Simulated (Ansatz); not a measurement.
Sn:
```yaml
crystal:
  lattice:
    - [3.22052, 0.00000, 0.00000]
    - [-1.61026, 2.78906, 0.00000]
    - [0.00000, 0.00000, 3.02783]
  atoms:
    - { symbol: Sn, position: [0.00000, 0.00000, 0.00000] }
```

Relaxed with PBE+D3(BJ). Special points in fractions of this cell's reciprocal vectors: Γ (0.000, 0.000, 0.000); M (0.500, 0.000, 0.000); K (0.333, 0.333, 0.000); A (0.000, 0.000, 0.500); L (0.500, 0.000, 0.500); H (0.333, 0.333, 0.500).

Q: List the band energies nearest the Fermi level at these points for PBE+D3(BJ) in the plane-wave PAW code Ansatz.

A: In eV from the Fermi level; about four levels below and three above (degenerate sets whole), none deeper than 8.9 eV; … stands for higher levels left out; points with the same levels are listed once.

```
k                    below           above
-  -----------------------  --------------
Γ                        –  5.34 7.05 7.05
M              -7.02 -4.69     3.33 6.96 …
K        -6.15 -2.85 -2.85          9.78 …
A              -8.01 -4.94     9.93 9.93 …
L        -3.51 -2.20 -1.67          3.00 …
H  -2.50 -0.98 -0.29 -0.29               …
```

Space group P6/mmm (simple hexagonal). The start of the workflow was typed in or built on a structure type; neither database checked (COD, Materials Project) lists it. It is not the phase usual at ambient conditions (space group No. 141). The cell was relaxed with PBE+D3(BJ) under the symmetry of its start; whether a distortion lowers the energy is not shown. The pairwise dispersion correction was not fitted to metals. Scalar-relativistic: spin–orbit coupling is off unless named, which matters more the heavier the elements.

Potentials: the later of the program's two PAW sets.
